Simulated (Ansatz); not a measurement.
# Ca2As, first-principles data

Ca2As:
```xyz
6
Lattice="-2.2777 2.2777 7.8919 2.2777 -2.2777 7.8919 2.2777 2.2777 -7.8919" Properties=species:S:1:pos:R:3 pbc="T T T"
Ca     0.0000     2.2777     0.0000
Ca     2.2777     0.0000     0.0000
Ca     0.0000     0.0000     5.0658
Ca     0.0000     0.0000    10.7180
As     0.0000     0.0000     2.1199
As     0.0000     0.0000    13.6640
```

Space group I4/mmm (No. 139); conventional cell a = 4.5554 Å, b = 4.5554 Å, c = 15.7839 Å, α = 90.00°, β = 90.00°, γ = 90.00°.

Method: the program Ansatz at the r²SCAN level (PAW). The cell and atoms are relaxed at this level. Other levels are named where they apply.

Cell and energy:

```json
{
  "volume_per_atom": "27.29 Å³",
  "density": "3.14 g/cm³"
}
```

Electronic structure:

```json
{
 "electronic_character": "metallic (no gap)",
 "Density of states at the Fermi level": "0.19 states/eV per atom (mean over ±0.08 eV)"
}
```

The workflow started from an entry of the Crystallography Open Database (COD). Its standing as an ambient phase is unchecked. The cell was relaxed with r²SCAN under the symmetry of its start; whether a distortion lowers the energy is not shown. Scalar-relativistic: spin–orbit coupling is off unless named, which matters more the heavier the elements.

Potentials: the later of the program's two PAW sets.
